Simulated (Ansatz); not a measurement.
**All-electron card of TiRh3**

```yaml
crystal:
  lattice:
    - [3.82200, 0.00000, 0.00000]
    - [0.00000, 3.82200, 0.00000]
    - [0.00000, 0.00000, 3.82200]
  atoms:
    - { symbol: Ti, position: [0.00000, 0.00000, 0.00000] }
    - { symbol: Rh, position: [0.00000, 0.50000, 0.50000] }
    - { symbol: Rh, position: [0.50000, 0.00000, 0.50000] }
    - { symbol: Rh, position: [0.50000, 0.50000, 0.00000] }
```

Atoms are numbered in the order listed.

The cell comes from COD entry 1537861, which wasn't checked; take it as a given geometry.

Spin polarisation is left out, and whether a magnetic state lies lower isn't shown here.

Levels of theory: DFT, LDA, all-electron LAPW, scalar-relativistic (Ansatz 0.2.0); DFT, LDA, PAW with Ansatz's default frozen-core files, scalar-relativistic (Ansatz 0.2.0).

For LAPW: a Γ-centred 10×10×10 k mesh, Fermi–Dirac smearing of 0.03 eV, basis error target 1 meV/atom, no spin polarisation. PAW takes a cutoff of 420 eV at this cell (files made with PBE, cores remade for this functional). The Ansatz runs share mesh, smearing and spin set-up. Values come from LAPW unless marked.

| Property | Result |
| --- | --- |
| Bader charges (from the PAW run) | Ti1 +1.40, Rh2 -0.47 e |
| Volume per atom | 13.96 Å³ |

**Question.** Give the computed value. Density of states at the Fermi level (0.2 eV bin).

**Answer.** 3.88 states/eV per cell.

**Question.** Predict this quantity. Löwdin charges (with 0.37 e of the cell spilling out of the atomic basis, so their sizes and signs hang on that basis).

**Answer.** Ti1 0.40, Rh2 -0.01 e.

**Question.** Give the computed value. Pressure at this cell.

**Answer.** -10.27 GPa.

**Question.** Predict this quantity. Band gap.

**Answer.** none: with an odd electron count and no spin polarisation the bands can't all be full, a metal in this set-up (in compounds, spin order or a distortion in a larger cell can open a gap).
